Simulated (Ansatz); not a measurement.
Relaxed-ion elastic tensor of SiO2 in space group P4_12_12 (No. 92; Si on 4a, O on 8b) in GPa (Voigt order), plane-wave PAW PBEsol (Ansatz code); density 2.25 g/cm³, 14.79 Å³ per atom.

```tsv
	1	2	3	4	5	6
1	52.3	3.0	-8.1	0.0	0.0	0.0
2	3.0	52.3	-8.1	0.0	0.0	0.0
3	-8.1	-8.1	43.8	0.0	0.0	0.0
4	0.0	0.0	0.0	70.5	0.0	0.0
5	0.0	0.0	0.0	0.0	70.5	0.0
6	0.0	0.0	0.0	0.0	0.0	26.1
```

Is the crystal mechanically stable?

Yes: the smallest eigenvalue of C is 26.1 GPa.

Work out the Voigt, Reuss and Hill averages.

K_V = 13.5, K_R = 13.1, K_H = 13.3; G_V = 44.2, G_R = 35.1, G_H = 39.6 GPa.

Give Young's modulus, Poisson's ratio, Pugh's ratio and the universal anisotropy index.

E = 9KG/(3K + G) = 59.7 GPa; ν = -0.25; K/G = 0.34 (brittle by the Pugh limit of 1.75); A_U = 5G_V/G_R + K_V/K_R − 6 = 1.34.

Estimate the sound speeds and the Debye temperature.

v_l = √((K + 4G/3)/ρ) = 5420 m/s, v_t = √(G/ρ) = 4200 m/s, mean 4480 m/s; Θ = (h/k)(3n/4πV)^(1/3) v_m = 544 K.

Solve the Christoffel equation for the three sound speeds along x, y, z.

Eigenvalues of C_ijkl n_j n_l equal ρv² (piezoelectric stiffening left out). In km/s, slowest first: x 3.41, 4.83, 5.60; y 3.41, 4.83, 5.60; z 4.41, 5.60, 5.60.

How much does each axis shrink under pressure?

Linear compressibilities β_i = Σ_j S_ij (j = 1 to 3): x 23, y 23, z 31 per TPa.

The PBEsol relaxation kept the symmetry of its start; of distortions, only those at the zone centre were tested.

Potentials: the later of the program's two PAW sets.
